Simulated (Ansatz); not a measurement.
Given:

MgF₂ (rutile)

Space group P4₂/mnm (No. 136); a = b = 4.639 Å, c = 3.062 Å, α = β = γ = 90.00°

```json
[
 {"atom": "Mg", "site": "2a", "symmetry": "m.mm", "x": "0.0000", "y": "0.0000", "z": "0.0000"},
 {"atom": "F", "site": "4f", "symmetry": "m.2m", "x": "0.3034", "y": "0.3034", "z": "0.0000"}
]
```

The volume is varied about the relaxed value V₀ at fixed cell shape. The atoms relax within the cell's symmetry.

Calculation: PBEsol (plane waves to 420 eV, PAW, scalar-relativistic; Ansatz, a first-principles code). k mesh 7×7×11 (Γ-centred), Fermi-Dirac smearing 0.05 eV. E stands for the smeared free energy. Compression counts positive. With the shape held, the modulus is that of even scaling; a crystal free to change shape is softer. MgF2 was relaxed with its symmetry unable to fall. ΔE is measured from the relaxed starting cell.

The scan covers V/V₀ from 0.940 to 1.060 in 13 points.

**Question.** What is ΔE at V/V₀ = 0.940?

**Answer.** 13.6 meV/atom.

**Question.** What is ΔE at V/V₀ = 1.060?

**Answer.** 10.9 meV/atom.

**Question.** What pressure does the cell carry at V/V₀ = 0.940?

**Answer.** 6.98 GPa.

(Under strain, the slope of the energy per volume gives the stress and its curvature an elastic modulus.)
